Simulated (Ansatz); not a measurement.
Ir (fcc (Cu type), Fm-3m) under volume change, r²SCAN in the plane-wave PAW code Ansatz, scaled uniformly.

```json
[
 {"V (Å³/atom)": "12.924", "E − E(relaxed) (meV/atom)": "___", "P (GPa)": "___"},
 {"V (Å³/atom)": "13.350", "E − E(relaxed) (meV/atom)": "___", "P (GPa)": "___"},
 {"V (Å³/atom)": "13.776", "E − E(relaxed) (meV/atom)": "16.0", "P (GPa)": "12.42"},
 {"V (Å³/atom)": "14.202", "E − E(relaxed) (meV/atom)": "0.0", "P (GPa)": "0.00"},
 {"V (Å³/atom)": "14.628", "E − E(relaxed) (meV/atom)": "14.2", "P (GPa)": "-10.35"},
 {"V (Å³/atom)": "15.054", "E − E(relaxed) (meV/atom)": "53.5", "P (GPa)": "-18.97"},
 {"V (Å³/atom)": "15.480", "E − E(relaxed) (meV/atom)": "113.8", "P (GPa)": "-26.12"}
]
```

### Question
Fill in the missing entries.

### Answer

- 13.350, E − E(relaxed) (meV/atom): 68.2
- 13.350, P (GPa): 27.29
- 12.924, E − E(relaxed) (meV/atom): 163.8
- 12.924, P (GPa): 45.10

### Question
What does a third-order Birch–Murnaghan fit give for V₀, B₀ and B′?

### Answer
V₀ = 14.20 Å³/atom, B₀ = 377 GPa, B′ = 5.0.

Symmetry was held in the r²SCAN relaxation. No spin polarisation was allowed. Spin–orbit coupling is left out wherever it is not named.

Potentials: the later of the program's two PAW sets.
